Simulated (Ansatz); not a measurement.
Data:

Na$_{2}$PdC$_{2}$:
Space group P-3m1 (No. 164); a = b = 4.4527 Å, c = 5.2159 Å, α = β = 90.00°, γ = 120.00°

```
atom  site  symmetry       x       y       z
----  ----  --------  ------  ------  ------
Na      2d       3m.  0.6667  0.3333  0.2802
Pd      1a      -3m.  0.0000  0.0000  0.0000
C       2c       3m.  0.0000  0.0000  0.3785
```

This is the PBEsol-relaxed structure.

Q: All from plane-wave PAW PBEsol (Ansatz code), unless another level is named. Predict the band gap.

A: 0.72 eV (indirect).

Q: Next, the electron effective mass?

A: 0.13, 0.20, 0.76 mₑ (principal values).

Q: Give the valence-band maximum.

A: at A.

Q: What about the conduction-band minimum?

A: at L (3 equivalent valleys).

The workflow started from a Materials Project entry (that database holds measured and hypothetical structures alike); the Crystallography Open Database copy checked does not list it. Its standing as an ambient phase is unchecked. The PBEsol relaxation kept the symmetry of its start; its stability against distortions is not shown here. The run is not spin-polarised. Spin–orbit coupling is left out wherever it is not named.

Potentials: the later of the program's two PAW sets.
